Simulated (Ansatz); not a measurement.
NaMo₃Se₃ in space group P6_3/m (No. 176; Na on 2c, Mo on 6h, Se on 6h), r²SCAN in the plane-wave PAW code Ansatz, all energies at zero smearing, with the estimated change up to a 700 eV cutoff added, with one set of potentials and settings (totals compare only within such a set). Cell of 14 atoms (2 Na, 6 Mo, 6 Se): -65662.168 eV.

| element | reference phase | E (eV/atom) |
|---|---|---|
| Na | C2/m, 3 atoms in the cell | -1488.6146 |
| Mo | Im-3m, 1 atoms in the cell | -4967.5975 |
| Se | P3_121, 3 atoms in the cell | -5478.1269 |

Formation energy per atom, worked out: (-65662.168 − 2×(-1488.6146) − 6×(-4967.5975) − 6×(-5478.1269))/14 = -0.757 eV/atom (-73 kJ per mol of atoms), at 0 K, without zero-point energy or fitted corrections.

The workflow started from a Materials Project entry (that database holds measured and hypothetical structures alike); the Crystallography Open Database copy checked does not list it. Its standing as an ambient phase is unchecked. Symmetry was held in the r²SCAN relaxation; its stability against distortions is not shown here. The run is not spin-polarised. The references are the lowest solids computed at this level, not always the standard phases.

Potentials: the later of the program's two PAW sets.
